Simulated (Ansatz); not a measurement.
# LiBeBO3: ¹⁷O NMR of the central transition

Cell: a refined structure from the COD, its atoms then relaxed with PBE in this cell.

Space group P-1 (No. 2); a = 4.6260, b = 4.6860, c = 5.8940 Å, α = 68.22°, β = 72.01°, γ = 61.02°.

| site | Wyckoff | site symmetry | x | y | z |
| --- | --- | --- | --- | --- | --- |
| Li | 2i | 1 | 0.7444 | 0.1304 | 0.1629 |
| Be | 2i | 1 | 0.3579 | 0.7272 | 0.3435 |
| B | 2i | 1 | 0.0714 | 0.4027 | 0.2690 |
| O7 | 2i | 1 | 0.1252 | 0.6904 | 0.2070 |
| O9 | 2i | 1 | 0.3323 | 0.0985 | 0.2596 |
| O11 | 2i | 1 | 0.2563 | 0.5778 | 0.6596 |

One atom of each set is listed.

Method: Kohn–Sham DFT in Ansatz, PBE, plane waves and PAW, scalar-relativistic, 420 eV cutoff, Γ-centred 6×6×4 k-points, Fermi–Dirac smearing 0.02 eV.

¹⁷O has I = 5/2 and Q = -25.58 mb (Pyykkö 2018); at 9.4 T its Larmor frequency is ν₀ = 54.3 MHz. Only the quadrupole interaction is simulated: positions count from each site's isotropic chemical shift, and J coupling is left out, as are shift anisotropy and dipolar coupling, which fast spinning averages.

Question: What does the ¹⁷O spectrum (fast magic-angle spinning) show for each site?

Answer: 

| site | first shell | C_Q (MHz) | η | P_Q (MHz) | δ_QIS (ppm) | breadth (kHz) |
| --- | --- | --- | --- | --- | --- | --- |
| O7 | 1 B at 1.38 Å, 1 Be at 1.63 Å, angle 124°; also 3 Li at 1.95–2.81 Å | 4.12 | 0.92 | 4.66 | -44.3 | 5.35 |
| O9 | 1 B at 1.36 Å, 1 Be at 1.58 Å, angle 133°; also 4 Li at 1.88–3.22 Å | -3.90 | 0.78 | 4.28 | -37.3 | 4.60 |
| O11 | 1 B at 1.41 Å, 2 Be at 1.66–1.73 Å; also 2 Li at 2.01–3.09 Å | 4.12 | 0.99 | 4.74 | -45.8 | 5.45 |

δ_QIS = −(ν_Q²/30ν₀²)[I(I+1) − 3/4](1 + η²/3) × 10⁶ ppm with ν_Q = 3|C_Q|/[2I(2I−1)]; it falls as 1/B₀² in ppm, and the breadth as 1/B₀ in kHz.

The relaxation (6 steps) took 74 s of wall time (74 s of CPU time) and 0.59 GiB at its peak, on 1 thread of Intel Xeon Platinum 8259CL CPU @ 2.50GHz (Skylake/Cascade Lake) (x86_64; 16 cores open to the job, memory cap 2.5 GiB, no GPU), a shared host with a load of 0.2 a core.
